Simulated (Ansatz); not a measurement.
VO₂ (rutile, P4_2/mnm) at seven volumes, PBEsol (plane waves, PAW; program Ansatz), shape and atoms relaxed at each. One row is withheld.

```
V (Å³/atom)  P (GPa)
-----------  -------
8.745              ?
9.034          17.58
9.322           8.14
9.610          -0.01
9.899          -6.82
10.187        -12.44
10.475        -16.86
```

Q: Fit the shown pressures and predict the withheld one.

A: P = (3/2)B₀(x^(7/2) − x^(5/2))[1 + (3/4)(B′ − 4)(x − 1)] with x = (V₀/V)^(2/3). Least squares on the six rows gives V₀ = 9.609 Å³/atom, B₀ = 245 GPa, B′ = 5.09. At V = 8.745, x = 1.0648 and P = 29.35 GPa. The run itself gave 28.84 GPa.

This is a known high-temperature phase of the composition, computed here at zero pressure and temperature. Symmetry was held in the PBEsol relaxation; its stability against distortions is not shown here. The final state is ferromagnetic, chosen from 3 collinear starts compared on coarse meshes (ties went to the first, and starts can fall back to one state), not a proven ground state. No Hubbard U is applied.

Potentials: the later of the program's two PAW sets.
